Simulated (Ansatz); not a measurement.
A geometry of B away from equilibrium: the start of the relaxation of a relaxed B cell displaced along its unstable phonon at q = (½, 0, 0) of its primitive reciprocal cell (295i cm⁻¹), largest move 0.15 Å. Calculation: r2SCAN (plane waves to 500 eV, PAW, scalar-relativistic; Ansatz, a first-principles code). Γ-centred k-mesh 21×21×5 on the run's cell (coarser than for final values), Fermi–Dirac smearing 0.05 eV.

```xyz
4
Lattice="3.4112 0.0000 0.0000 -0.8528 1.4771 0.0000 0.0000 0.0000 7.4052" Properties=species:S:1:pos:R:3:forces:R:3 pbc="T T T" free_energy=-623.383 pressure_GPa=-3.8
B      0.0000     0.9847     1.7013    0.0014    0.0008   -0.4384
B      1.7056     0.9847     2.0013    0.0014    0.0008    0.4384
B      0.8528     0.4924     5.4039   -0.0014   -0.0008   -0.4384
B      2.5584     0.4924     5.7039   -0.0014   -0.0008    0.4384
```

Positions in Å, forces in eV/Å, free energy of the cell in eV (comparable only within this code, potentials and settings). Largest force: 0.44 eV/Å, on B1, B2, B3, B4 (atoms numbered as listed); the geometry lies 0.22 eV/atom above the end of its relaxation.

No spin polarisation in the result.

The run could not lose the symmetry of its start, so the end can be a saddle point.

The end of the path is a generated cell of B: the first start was made by placing the elements on the sites of a structure type, and the end was not matched to a known phase here, so it may be hypothetical.
